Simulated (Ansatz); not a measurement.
K₂Rh₂O₅ in space group P4/mmm (No. 123; Pearson symbol tP9), the program Ansatz at the r²SCAN level (PAW), all energies at zero smearing, with the estimated change up to a 700 eV cutoff added, with one set of potentials and settings (totals compare only within such a set). Cell of 9 atoms (2 K, 2 Rh, 5 O): -18754.539 eV.

```tsv
element	reference phase	E (eV/atom)
K	Im-3m, 1 atoms in the cell	-1542.4813
Rh	Fm-3m, 1 atoms in the cell	-6415.2735
O	C2/m, 4 atoms in the cell, spin-polarised	-566.0281
```

Formation energy per atom, worked out: (-18754.539 − 2×(-1542.4813) − 2×(-6415.2735) − 5×(-566.0281))/9 = -0.988 eV/atom (-95 kJ per mol of atoms), at 0 K, without zero-point energy or fitted corrections.

The first step of the workflow began from a Materials Project structure, measured or hypothetical; the Crystallography Open Database copy checked does not list it. Its standing as an ambient phase is unchecked. The r²SCAN relaxation kept the symmetry of its start; whether a distortion lowers the energy is not shown. Magnetic state: ferromagnetic, chosen from 5 collinear starts compared on coarse meshes (ties went to the first, and starts can fall back to one state), not a proven ground state. Other orbital occupations within this spin state were not tried. No Hubbard U is applied. The references are the lowest solids computed at this level, not always the standard phases (solids in place of the gases).

Potentials: the later of the program's two PAW sets.
